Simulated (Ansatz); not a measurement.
Data:

Cs₂KInCl₆:
```cif
data_Cl6Cs2InK
_chemical_formula_sum 'K1 Cs2 In1 Cl6'
_space_group_name_H-M_alt 'P 1'
_space_group_IT_number 1
_cell_length_a 7.70023
_cell_length_b 7.70023
_cell_length_c 7.70023
_cell_angle_alpha 60.000
_cell_angle_beta 60.000
_cell_angle_gamma 60.000
loop_
_space_group_symop_operation_xyz
  'x, y, z'
loop_
_atom_site_label
_atom_site_type_symbol
_atom_site_fract_x
_atom_site_fract_y
_atom_site_fract_z
_atom_site_occupancy
K1 K 0.50000 0.50000 0.50000 1
Cs1 Cs 0.75000 0.75000 0.75000 1
Cs2 Cs 0.25000 0.25000 0.25000 1
In1 In 0.00000 0.00000 0.00000 1
Cl1 Cl 0.76950 0.23050 0.23050 1
Cl2 Cl 0.23050 0.76950 0.76950 1
Cl3 Cl 0.23050 0.76950 0.23050 1
Cl4 Cl 0.76950 0.23050 0.76950 1
Cl5 Cl 0.23050 0.23050 0.76950 1
Cl6 Cl 0.76950 0.76950 0.23050 1
```

This is the PBEsol-relaxed structure.

Task: All from PBEsol (plane waves, PAW; program Ansatz), unless another level is named. Estimate the electron effective mass with spin–orbit coupling.

Result: 0.50 mₑ (isotropic).

Task: Predict the hole effective mass with spin–orbit coupling, band 2 of 2 at the edge.

Result: 1.4 along [100], 1.7 along [110], 1.9 along [111] (mₑ).

Task: What about the gap with spin–orbit coupling?

Result: 3.61 eV.

Task: Predict the weight of the valence-edge state by species (Voronoi cells).

Result: Cl 99 %.

Space group Fm-3m. The first step of the workflow began from a Materials Project structure, measured or hypothetical; the Crystallography Open Database copy checked does not list it. Its standing as an ambient phase is unchecked. The cell was relaxed with PBEsol under the symmetry of its start; whether a distortion lowers the energy is not shown. Scalar-relativistic: spin–orbit coupling is off unless named, which matters more the heavier the elements.

Potentials: the later of the program's two PAW sets.
